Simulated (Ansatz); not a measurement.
Relaxing barium (fcc)

Theory: DFT, PBEsol, plane waves (420 eV) with PAW, scalar-relativistic (Ansatz 0.2.0). (PAW data from PBE, frozen cores regenerated.)

k-point mesh 9×9×9, Fermi-Dirac smearing 0.1 eV, no spin polarisation. Cell and atoms relax.

Starting structure:

```
Ba
1.0
     0.00000    3.14980    3.14980
     3.14980    0.00000    3.14980
     3.14980    3.14980    0.00000
Ba
1
Cartesian
  0.0000 0.0000 0.0000
```

What cell does the relaxation end in?

Fm-3m with a = 6.162 Å; 58.50 Å³ per atom against 62.50 at the start (-6.4 %).

How much energy does the relaxation gain?

6.2 meV per atom.

Path of the relaxation (the plane waves are chosen anew near the end, which can shift the energy a little):

```csv
step,E − E(final) (meV/atom),V (Å³/atom),P (GPa),max force (eV/Å)
0,6.23,62.500,-0.50,0.000
1,3.74,61.604,-0.39,0.000
2,-0.02,58.499,0.02,0.000
3,0.00,58.499,0.02,0.000
```
